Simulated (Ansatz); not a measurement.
Ga:
Space group Cmce (No. 64); a = 4.4739 Å, b = 7.5971 Å, c = 4.5262 Å, α = 90.00°, β = 90.00°, γ = 90.00°

```
atom  site  symmetry       x       y       z
----  ----  --------  ------  ------  ------
Ga      8f       m..  0.0000  0.3440  0.4153
```
(The calculation used a cell of 4 atoms; values per cell refer to that cell.)

Relaxed with r²SCAN.

Question: Which orbitals make up the states near the Fermi level in r²SCAN in the plane-wave PAW code Ansatz?

Answer: Within 0.5 eV of the Fermi level: Ga 4p 82 %, Ga 4s 16 %. Projections are on Löwdin-orthogonalised atomic valence shells; empty p or d shells of many metals are not among them.

Question: Tabulate the density of states.

Answer: States/eV per cell of 4 atoms, in 0.25 eV bins, energy from the Fermi level.

```csv
E (eV),total,Ga 4p,Ga 4s,Ga 3d
-7.85,0.88,0.42,0.45,0.01
-7.60,1.01,0.47,0.53,0.01
-7.35,1.07,0.50,0.55,0.01
-7.10,1.04,0.49,0.53,0.01
-6.85,0.80,0.38,0.40,0.01
-6.60,0.78,0.39,0.38,0.01
-6.35,1.08,0.55,0.51,0.01
-6.10,1.07,0.55,0.50,0.01
-5.85,1.10,0.58,0.51,0.01
-5.60,1.21,0.65,0.55,0.01
-5.35,1.17,0.62,0.54,0.01
-5.10,1.15,0.61,0.53,0.01
-4.85,1.09,0.57,0.50,0.01
-4.60,1.05,0.55,0.49,0.01
-4.35,0.96,0.51,0.44,0.01
-4.10,0.87,0.49,0.36,0.01
-3.85,0.90,0.56,0.33,0.01
-3.60,1.11,0.75,0.35,0.01
-3.35,1.43,0.98,0.43,0.01
-3.10,1.37,0.99,0.36,0.01
-2.85,1.30,0.98,0.30,0.01
-2.60,1.31,1.02,0.27,0.01
-2.35,1.37,1.10,0.25,0.01
-2.10,1.49,1.24,0.23,0.01
-1.85,1.76,1.51,0.24,0.01
-1.60,2.09,1.83,0.25,0.01
-1.35,1.93,1.68,0.23,0.01
-1.10,1.69,1.46,0.21,0.01
-0.85,1.48,1.28,0.19,0.01
-0.60,1.33,1.14,0.17,0.01
-0.35,1.02,0.86,0.14,0.01
-0.10,0.68,0.57,0.10,0.00
0.15,0.44,0.35,0.08,0.00
0.40,0.65,0.49,0.14,0.00
0.65,1.08,0.77,0.28,0.01
0.90,1.31,0.84,0.43,0.01
1.15,1.93,1.19,0.67,0.01
1.40,2.22,1.39,0.75,0.01
1.65,1.84,1.22,0.56,0.01
1.90,1.52,1.03,0.44,0.01
2.15,1.35,0.92,0.38,0.01
2.40,1.41,0.96,0.39,0.01
2.65,1.71,1.19,0.44,0.01
2.90,1.69,1.19,0.41,0.01
3.15,1.88,1.33,0.44,0.01
3.40,1.87,1.32,0.43,0.01
3.65,1.71,1.23,0.38,0.01
3.90,1.74,1.29,0.34,0.01
4.15,1.92,1.41,0.36,0.01
4.40,1.68,1.22,0.32,0.00
4.65,1.82,1.33,0.32,0.00
```

The cell was relaxed with r²SCAN under the symmetry of its start; of distortions, only those at the zone centre were tested. Axis ratios of metals converge slowly with the k-mesh, so a and c are less sure than the volume. Spin–orbit coupling is left out wherever it is not named.

Potentials: the earlier of the program's two PAW sets.
